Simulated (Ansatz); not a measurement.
Relaxed-ion elastic tensor of WO3 in space group Cmcm (No. 63; W on 4c, O on 4b, O on 8g) in GPa (Voigt order), DFT-LDA in the program Ansatz with PAW potentials; density 7.09 g/cm³, 13.58 Å³ per atom.

```
 270   156   123   0.0   0.0   0.0
 156   266   110   0.0   0.0   0.0
 123   110   425   0.0   0.0   0.0
 0.0   0.0   0.0  68.2   0.0   0.0
 0.0   0.0   0.0   0.0  68.0   0.0
 0.0   0.0   0.0   0.0   0.0  75.1
```

Question: Is the crystal mechanically stable?

Answer: Yes: the smallest eigenvalue of C is 68.0 GPa.

Question: Work out the Voigt, Reuss and Hill averages.

Answer: K_V = 193, K_R = 190, K_H = 191; G_V = 80.3, G_R = 73.3, G_H = 76.8 GPa.

Question: Give Young's modulus, Poisson's ratio, Pugh's ratio and the universal anisotropy index.

Answer: E = 9KG/(3K + G) = 203 GPa; ν = 0.32; K/G = 2.49 (ductile by the Pugh limit of 1.75); A_U = 5G_V/G_R + K_V/K_R − 6 = 0.50.

Question: Estimate the sound speeds and the Debye temperature.

Answer: v_l = √((K + 4G/3)/ρ) = 6440 m/s, v_t = √(G/ρ) = 3290 m/s, mean 3690 m/s; Θ = (h/k)(3n/4πV)^(1/3) v_m = 460 K.

Question: Solve the Christoffel equation for the three sound speeds along x, y, z.

Answer: Eigenvalues of C_ijkl n_j n_l equal ρv². In km/s, slowest first: x 3.10, 3.26, 6.17; y 3.10, 3.26, 6.13; z 3.10, 3.10, 7.74.

Question: How much does each axis shrink under pressure?

Answer: Linear compressibilities β_i = Σ_j S_ij (j = 1 to 3): x 1.9, y 2.1, z 1.2 per TPa.

The workflow started from a Materials Project entry (that database holds measured and hypothetical structures alike); the Crystallography Open Database copy checked does not list it. COD files the formula under space group No. 2, 14, 62, 129, 130, 191, so this cell is another polymorph or a model. Its standing as an ambient phase is unchecked. The cell was relaxed with LDA under the symmetry of its start; phonons on a q-mesh show weakly imaginary modes. No spin polarisation was allowed. No Hubbard U is applied. Scalar-relativistic: spin–orbit coupling is off unless named, which matters more the heavier the elements.

Potentials: the later of the program's two PAW sets.
